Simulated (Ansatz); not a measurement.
# Field gradients of Ba2ZnP2 from run to run

Cell of run 1: an entry of the Crystallography Open Database (COD), taken as it stands.

```cif
data_Ba2ZnP2
_symmetry_space_group_name_H-M 'Ibam'
_symmetry_Int_Tables_number 72
_cell_length_a 6.7560
_cell_length_b 13.1080
_cell_length_c 6.3850
_cell_angle_alpha 90.000
_cell_angle_beta 90.000
_cell_angle_gamma 90.000
loop_
_atom_site_label
_atom_site_type_symbol
_atom_site_symmetry_multiplicity
_atom_site_Wyckoff_symbol
_atom_site_fract_x
_atom_site_fract_y
_atom_site_fract_z
Ba Ba 8 j 0.1912 0.3597 0.0000
Zn Zn 4 a 0.0000 0.0000 0.2500
P P 8 j 0.2001 0.1065 0.0000
```

One atom of each set is listed; the run and its k-mesh use a cell of 10 atoms with edges of 8.03, 8.03, 8.03 Å.

Relaxed positions (PBE, cell held):

Ba (0.1926, 0.3602, 0.0000)
Zn (0.0000, 0.0000, 0.2500)
P (0.1999, 0.1058, 0.0000)

All runs are DFT with Ansatz 0.2.0 (plane waves and PAW, scalar-relativistic unless spin–orbit coupling is named, Γ-centred meshes, Fermi–Dirac smearing where given) in this cell.

Run 1: PBE, atoms as given; 420 eV, 6×6×6 k-points, smearing 0.02 eV.
Run 2: PBE, atoms relaxed; 420 eV, 6×6×6 k-points, smearing 0.02 eV.
Run 3: r2SCAN, at the relaxed atoms; 500 eV, 6×6×6 k-points, smearing 0.02 eV.
Run 4: PBE with spin–orbit coupling, at the relaxed atoms; 420 eV, 6×6×6 k-points, smearing 0.02 eV.

| run | Ba V_zz (η) | P V_zz (η) |
| --- | --- | --- |
| 1 | -5.66 (0.69) | -3.71 (0.27) |
| 2 | -5.68 (0.66) | -3.71 (0.25) |
| 3 | ? | ? |
| 4 | -5.69 (0.66) | -3.71 (0.25) |

V_zz in 10²¹ V/m²; 2 of the 3 sets of like atoms are followed.

Question: Estimate the row of run 3.

Answer: Ba: -5.71 (0.62); P: -3.61 (0.21). It lies nearest to run 4, from whose tensors on these sites it differs by 0.13 at most (largest principal value of the difference, on P). Taken one at a time, the functional (r2SCAN with its higher cutoff) moves the tensors on these sites by up to 0.13 (largest principal value of the change, on P), the positions of the atoms (as given or relaxed) by 0.12 (Ba), spin–orbit coupling by 0.02.
